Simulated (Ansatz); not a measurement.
SiSn:
```xyz
2
Lattice="0.0000 2.8255 2.8255 2.8255 0.0000 2.8255 2.8255 2.8255 0.0000" Properties=species:S:1:pos:R:3 pbc="T T T"
Sn     0.0000     0.0000     0.0000
Si     2.8255     2.8255     2.8255
```

Relaxed with PBE. Special points in fractions of this cell's reciprocal vectors: Γ (0.000, 0.000, 0.000); X (0.500, 0.000, 0.500); U (0.625, 0.250, 0.625); K (0.375, 0.375, 0.750); L (0.500, 0.500, 0.500); W (0.500, 0.250, 0.750).

Q: List the band energies nearest the Fermi level at these points for DFT-PBE in the program Ansatz with PAW potentials.

A: In eV from the Fermi level; about four levels below and three above (degenerate sets whole), none deeper than 8.9 eV; points with the same levels are listed once.

| k | below | above |
|---|---|---|
| Γ | – | 0.14 0.14 0.14 |
| X | -5.31 -4.08 -2.47 -2.47 | 2.51 8.95 8.95 |
| U | -6.65 -4.76 -1.82 -0.81 | 4.82 5.80 7.48 |
| L | -8.33 -8.15 | 0.83 0.83 1.34 1.34 |
| W | -6.97 -6.80 -4.25 -4.25 | 2.33 2.92 6.18 6.18 |

Space group Fm-3m (rock salt). A made-up cell: these elements were put on the sites of a structure type; neither database checked (COD, Materials Project) lists it. Its standing as an ambient phase is unchecked. Symmetry was held in the PBE relaxation; whether a distortion lowers the energy is not shown. Spin–orbit coupling is left out wherever it is not named.

Potentials: the later of the program's two PAW sets.
